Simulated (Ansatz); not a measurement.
CdS (wurtzite, P6_3mc), plane-wave PAW r²SCAN (Ansatz code). The conduction-band minimum lies at Γ, with 1 equivalent valley. Second derivatives d²E/dk² of the lowest band at one valley (eV·Å²), along Cartesian directions:

```json
[
 {"direction": "[100]", "d²E/dk²": "47.48"},
 {"direction": "[010]", "d²E/dk²": "47.48"},
 {"direction": "[001]", "d²E/dk²": "51.05"},
 {"direction": "[110]", "d²E/dk²": "47.48"},
 {"direction": "[101]", "d²E/dk²": "49.27"},
 {"direction": "[011]", "d²E/dk²": "49.27"}
]
```

Question: Find the principal effective masses, the density-of-states mass and the conductivity mass.

Answer: Off-diagonal terms follow from H_xy = H[110] − (H_xx + H_yy)/2, and m*/mₑ = 7.620 eV·Å² over each eigenvalue: 0.15, 0.16, 0.16. One valley's DOS mass (m₁m₂m₃)^(1/3) = 0.16, conductivity mass 3/(Σ 1/mᵢ) = 0.16 mₑ.

Question: What effective density of states Nc follows at 300 K for parabolic valleys?

Answer: Nc = 2.509e19 × 1 × (0.16)^(3/2) ≈ 1.6e18 cm⁻³.

Question: With the computed static dielectric constant 8.92 (mean of the diagonal), estimate a hydrogenic donor's binding energy and radius.

Answer: E = 13.606 eV × 0.16/8.92² ≈ 27 meV; a = 0.529 Å × ε/m* ≈ 29 Å. Semilocal masses tend to be too small where the gap is.

The r²SCAN relaxation kept the symmetry of its start; phonons on a q-mesh show no instability. Scalar-relativistic: spin–orbit coupling is off unless named, which matters more the heavier the elements.

Potentials: the later of the program's two PAW sets.
